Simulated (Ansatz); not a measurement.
**Notes on LuBi2ClO4**

```
CELL_PARAMETERS angstrom
3.77935 0.00000 0.00000
0.00000 3.77935 0.00000
0.00000 0.00000 8.97408
ATOMIC_POSITIONS crystal
Lu 0.00000 0.00000 0.00000
Bi 0.50000 0.50000 0.72930
Bi 0.50000 0.50000 0.27070
O 0.50000 0.00000 0.85400
O 0.00000 0.50000 0.85400
O 0.50000 0.00000 0.14600
O 0.00000 0.50000 0.14600
Cl 0.00000 0.00000 0.50000
```

Method: r2SCAN, no spin polarisation; PAW, plane waves to 500 eV, 8×8×4 Γ-centred mesh, fermi-dirac occupations (width 0.1 eV) (Ansatz 0.2.0), atoms fixed.

Question: Is the cell too large or too small?

Answer: The pressure is 5.1 GPa (compression positive), so with the atoms held at these fractions the cell would first expand.

Question: Which orbitals make up the band edges?

Answer: Within 0.7 eV of the edges, the states project mainly on O p (63 %) below the gap and on Bi p (67 %) above it.

Question: Which element gives electrons and which takes them?

Answer: Bader charges in e: Lu +2.25, Bi +1.90, Cl -0.78, O -1.32. In the mean Lu gives up most and O takes most.

Question: Is there a gap, and of what kind?

Answer: The gap is 2.00 eV, indirect (the least direct gap found is 2.20 eV). A semilocal functional usually gives too small a gap.

Origin: a known structure type with other elements, at an estimated volume, so it need not be a known compound. Caveats: no spin-orbit coupling, which can shift this gap by tenths of an eV.

Run time, from a saved density: 110 s on 1 thread of Arm Neoverse V2 (shared host), peak memory 0.85 GiB. The time holds forces, stress, Bader, DOS, bands, ELF.
